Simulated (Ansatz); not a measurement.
Problem. Write an Ansatz input for a single-point calculation of CeSb with PBEsol (scalar-relativistic), a cutoff of 420 eV (density cutoff 4 times that), a Γ-centred 8×8×8 mesh and Gaussian smearing of 0.05 eV, with collinear spin, starting moments 1.00, 0.00 μB on the atoms in order. Forces, stress and eigenvalues are wanted, and also Löwdin populations. The structure:
```
Ce Sb
1.0
     0.0000000000    3.4841934045    3.4841934045
     3.4841934045    0.0000000000    3.4841934045
     3.4841934045    3.4841934045    0.0000000000
Ce Sb
1 1
Direct
  0.0000000000 0.0000000000 0.0000000000
  0.2500000000 0.2500000000 0.2500000000
```

Solution. 
```yaml
crystal:
  lattice:
    - [0.0, 3.4841934045, 3.4841934045]
    - [3.4841934045, 0.0, 3.4841934045]
    - [3.4841934045, 3.4841934045, 0.0]
  atoms:
    - { symbol: Ce, position: [0.0, 0.0, 0.0], spin: 1.0 }
    - { symbol: Sb, position: [0.25, 0.25, 0.25] }
basis:
  ecutwfc: 420
  ecutrho_ratio: 4
kpoints:
  mp_grid: { grid: [8, 8, 8] }
hamiltonian:
  xc: pbesol
scf:
  occupations: { method: gaussian, width: 0.05 }
output:
  forces: true
  stress: true
  eigenvalues: true
  populations: true
magnetization:
  spin_polarized: true
```

Run as written, it has 27 valence electrons, 1639 plane waves at Γ, 24 symmetry operations and 29 irreducible k-points; it took 13 SCF iterations in all. It took about 40 core-seconds on a shared host.

This is a trial structure: such lanthanide and actinide compounds mostly take the rock-salt structure.
